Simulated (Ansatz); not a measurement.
Se (trigonal Se type), relaxed with r²SCAN+D4 (Ansatz, a quantum-chemistry and plane-wave program, plane waves, PAW): a = 4.3590 Å, b = 4.3590 Å, c = 5.0154 Å, α = 90.00°, β = 90.00°, γ = 120.00°.

| Quantity | Value |
|---|---|
| gap (eV) | 1.16 |

### Question
The same phase is relaxed and computed with PBEsol in the same code. What are the cell and these values now?

### Answer
a = b = 4.0372 Å, c = 5.1227 Å, α = β = 90.00°, γ = 120.00°.

- gap (eV) = 0.39

Weakly bound layers, chains or molecules computed without a dispersion correction, so cells and soft constants are ill determined: Se, trigonal Se type with PBEsol. All cells were relaxed under the symmetry of their starts (and spin orders); stability against distortions was not tested throughout. Spin–orbit coupling is left out wherever it is not named.

Potentials: the later of the program's two PAW sets.

Ansatz is a plane-wave DFT program.
